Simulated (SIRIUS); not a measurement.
Band structure of Cu (Fm-3m, 1 atom in the cell; from Materials Project mp-30).

```
CELL_PARAMETERS angstrom
      0.00000     1.78872     1.78872
      1.78872     0.00000     1.78872
      1.78872     1.78872     0.00000
ATOMIC_POSITIONS crystal
  Cu 0.00000 0.00000 0.00000
```

Level of theory: PBE, GBRV PBE ultrasoft pseudopotentials (plane waves; SIRIUS 7.12.0).

Settings: parameters.ngridk = 16 16 16; parameters.xc_functionals = [XC_GGA_X_PBE, XC_GGA_C_PBE]; parameters.gk_cutoff = 6.325 1/bohr; parameters.pw_cutoff = 14.143 1/bohr; parameters.smearing = fermi_dirac; parameters.smearing_width = 0.00183747 Ha; potentials = GBRV PBE ultrasoft pseudopotentials; parameters.electronic_structure_method = pseudopotential; parameters.num_bands = 14; parameters.num_mag_dims = 0; parameters.num_dft_iter = 100; parameters.energy_tol = 1e-07 Ha; parameters.density_tol = 1e-06; mixer.type = anderson.

The structure comes from a collection of computed structures, made at another level of theory; the collection holds predicted forms beside known ones.

Points are given in units of this cell's reciprocal vectors. Levels in eV from the Fermi level, bands 6 to 13:
| point | 6 | 7 | 8 | 9 | 10 | 11 | 12 | 13 |
|---|---|---|---|---|---|---|---|---|
| Γ (0 0 0) | -3.08 | -3.08 | -3.08 | -2.20 | -2.20 | 22.84 | 25.71 | 25.71 |
| X (0.5 0 0.5) | -4.56 | -1.62 | -1.44 | -1.44 | 1.42 | 7.37 | 13.27 | 13.27 |
| W (0.5 0.25 0.75) | -3.63 | -3.63 | -2.25 | -1.44 | 6.33 | 6.33 | 8.51 | 9.05 |
| K (0.375 0.375 0.75) | -4.20 | -2.82 | -2.07 | -1.65 | 4.40 | 5.86 | 8.09 | 15.43 |
| L (0.5 0.5 0.5) | -3.12 | -3.12 | -1.59 | -1.59 | -1.14 | 3.95 | 21.31 | 22.52 |
| U (0.625 0.25 0.625) | -4.20 | -2.82 | -2.07 | -1.65 | 4.40 | 5.86 | 8.09 | 15.43 |

1 band crosses the Fermi level along this path, so the cell has no gap at this level.
